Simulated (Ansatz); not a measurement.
An Ansatz (a program for electronic structure) input:

Ansatz 0.2 input:
```yaml
crystal:
  lattice:
    - [0.0, 3.2047201977, 3.2047201977]
    - [3.2047201977, 0.0, 3.2047201977]
    - [3.2047201977, 3.2047201977, 0.0]
  atoms:
    - { symbol: Sn, position: [0.0, 0.0, 0.0] }
    - { symbol: Te, position: [0.5, 0.5, 0.5] }
kpoints:
  mp_grid: { grid: [6, 6, 6] }
hamiltonian:
  xc: hse06
  pseudopotentials: { kind: paw }
scf:
  n_extra_bands: 6
  occupations: { method: fixed }
output:
  eigenvalues: true
  eigenstates:
    e_range: [-9.0, 8.1]
    kpoints:
      - [0.0, 0.0, 0.5]  # VBM
      - [0.0, 0.0, 0.5]  # CBM
      - [0.0, 0.0, 0.0]  # GAMMA
      - [0.5, 0.0, 0.5]  # X
      - [0.5, 0.5, 0.5]  # L
      - [0.5, 0.25, 0.75]  # W
      - [0.375, 0.375, 0.75]  # K
      - [0.625, 0.25, 0.625]  # U
```

Question: How many symmetry operations and irreducible k-points will the run report?

Answer: 48 operations, 16 of 216 k-points.

Question: With a cutoff of 420 eV, how many plane waves at Γ?

Answer: 1243.

It took very roughly 3.0 core-minutes on shared server cores.

The points marked VBM and CBM come from a semilocal run.

Space group Fm-3m (rock salt). The PBE relaxation kept the symmetry of its start. Scalar-relativistic: spin–orbit coupling is off unless named, which matters more the heavier the elements.

Potentials: the later of the program's two PAW sets.

Ansatz is a plane-wave DFT program.
